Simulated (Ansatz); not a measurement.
## Mg2CdTe4: reading a single point

```yaml
crystal:
  lattice:
    - [0.00000, 6.03504, 0.00000]
    - [6.03504, 0.00000, 0.00000]
    - [3.01752, 3.01752, -6.03406]
  atoms:
    - { symbol: Mg, position: [0.75000, 0.25000, 0.50000] }
    - { symbol: Cd, position: [0.00000, 0.00000, 0.00000] }
    - { symbol: Te, position: [0.36500, 0.40500, 0.73000] }
    - { symbol: Te, position: [0.59500, 0.09500, 0.27000] }
    - { symbol: Te, position: [0.90500, 0.86500, 0.73000] }
    - { symbol: Te, position: [0.13500, 0.63500, 0.27000] }
    - { symbol: Mg, position: [0.50000, 0.50000, 0.00000] }
```

The numbers come from plane-wave PAW DFT (Ansatz): r2SCAN, no spin polarisation, 500 eV, 5×5×5 Γ-centred k points, methfessel-paxton occupations (width 0.0422 eV). Nothing was relaxed.

**Formation energy.** -0.43 eV an atom against the elements' usual phases (free molecules for gases, crystals otherwise, with no correction for O₂ or N₂), so it is bound against them; other compounds may still compete. Relaxing would lower it.
**Charges.** Bader charges in e: Mg +1.58, Cd +0.50, Te -0.92. In the mean Mg gives up most and Te takes most.
**Electronic structure.** It is a metal, with about 6.6 states/eV a cell as the mean within 0.25 eV of the Fermi level, mostly Te p (95 %).
**Stress.** The pressure is 4.8 GPa (compression positive), so with the atoms held at these fractions the cell would first expand.
**Contacts.** Te–Mg at 2.69 Å: least valence density 0.22 e/Å³ and ELF 0.10 there. Cd–Te at 2.69 Å: least valence density 0.40 e/Å³ and ELF 0.36 there. These are pseudo-fields; inside the PAW spheres they differ from the all-electron ones.

Origin: a known structure type with other elements, at an estimated volume, so it need not be a known compound.
